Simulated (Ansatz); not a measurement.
All numbers below come from DFT PBE, scalar-relativistic, plane waves, PAW in Ansatz. All cells share a 420 eV cutoff and Γ-centred k meshes spaced about 0.3 Å⁻¹ or finer (0.25 for metals, 2π included). These runs have no spin polarisation.

A search over trial structures of TaRh₃N₄ gave this relaxed cell.

```
Ta Rh N
1.0
     4.64877    0.00000    0.00000
     0.00000    4.64877    0.00000
     0.00000    0.00000    4.64877
Ta Rh N
1 3 4
Cartesian
  2.3244 2.3244 2.3244
  0.0000 0.0000 2.3244
  0.0000 2.3244 0.0000
  2.3244 0.0000 0.0000
  3.4674 3.4674 1.1814
  3.4674 1.1814 3.4674
  1.1814 3.4674 3.4674
  1.1814 1.1814 1.1814
```

Wave vectors count in units of this cell's reciprocal vectors.

Question: Is this structure dynamically stable, and if not, what does it turn into?

Answer: No. The phonons on a 2×2×2 q mesh of the computed 8-atom cell go imaginary, to 205i cm⁻¹ at q = (-0.50, -0.50, -0.50). (Phonon run: 8×8×8 k mesh, Gaussian smearing of 0.10 eV.) With atoms moved at random and symmetry off, it falls by 25 meV/atom into Cm (No. 8). Conventional cell: a = 6.392 Å, b = 6.609 Å, c = 4.556 Å, β = 91.0°. Ta is surrounded by 4 N at 1.97–2.01 Å, 1 Rh at 2.85 Å, 2 Rh at 3.06 Å, 1 N at 3.07 Å, 8 Rh at 3.25–3.42 Å and 2 N at 3.29 Å; Rh on a site of symmetry m is surrounded by 4 N at 2.00–2.08 Å, 1 Ta at 2.85 Å, 4 Rh at 2.90–3.04 Å and 2 Ta at 3.38 Å; around Rh on a site of symmetry 1 lie 4 N at 1.99–2.06 Å, 3 Rh at 2.90–3.04 Å, 1 Ta at 3.06 Å, 2 Rh at 3.22 Å and 3 Ta at 3.25–3.42 Å; N on a site of symmetry 1 is surrounded by 1 Ta at 2.01 Å and 3 Rh at 2.05–2.08 Å; 2 more sites not described.

```
Ta Rh N
1.0
     3.19617   -3.30447    0.00000
     3.19617    3.30447    0.00000
    -0.07835    0.00000    4.55550
Ta Rh N
1 3 4
Direct
  0.45113 0.45113 0.44600
  0.01595 0.01595 0.57033
  0.53887 0.97693 0.98107
  0.97693 0.53887 0.98107
  0.78163 0.24465 0.26091
  0.28106 0.28106 0.81091
  0.70947 0.70947 0.68890
  0.24465 0.78163 0.26091
```

Spin–orbit coupling, which can matter for Ta, is left out. Phonons of metals hang on the k mesh and the smearing.
